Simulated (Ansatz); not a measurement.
VRu (CsCl type, Pm-3m), PBE in the plane-wave PAW code Ansatz, all energies at zero smearing, with the estimated change up to a 700 eV cutoff added, with one set of potentials and settings (totals compare only within such a set). Cell of 2 atoms (1 V, 1 Ru): -8791.560 eV.

| element | reference phase | E (eV/atom) |
|---|---|---|
| V | Im-3m, 1 atoms in the cell | -2912.4140 |
| Ru | P6_3/mmc, 2 atoms in the cell | -5878.6876 |

Formation energy per atom, worked out: (-8791.560 − 1×(-2912.4140) − 1×(-5878.6876))/2 = -0.229 eV/atom (-22 kJ per mol of atoms), at 0 K, without zero-point energy or fitted corrections.

The first step of the workflow began from a Materials Project structure, measured or hypothetical; the Crystallography Open Database files this formula in space group No. 221, but the cells were not matched. Its standing as an ambient phase is unchecked. The PBE relaxation kept the symmetry of its start; its stability against distortions is not shown here. The final state is ferromagnetic, chosen from 4 collinear starts compared on coarse meshes (ties went to the first, and starts can fall back to one state), not a proven ground state. The references are the lowest solids computed at this level, not always the standard phases.

Potentials: the later of the program's two PAW sets.
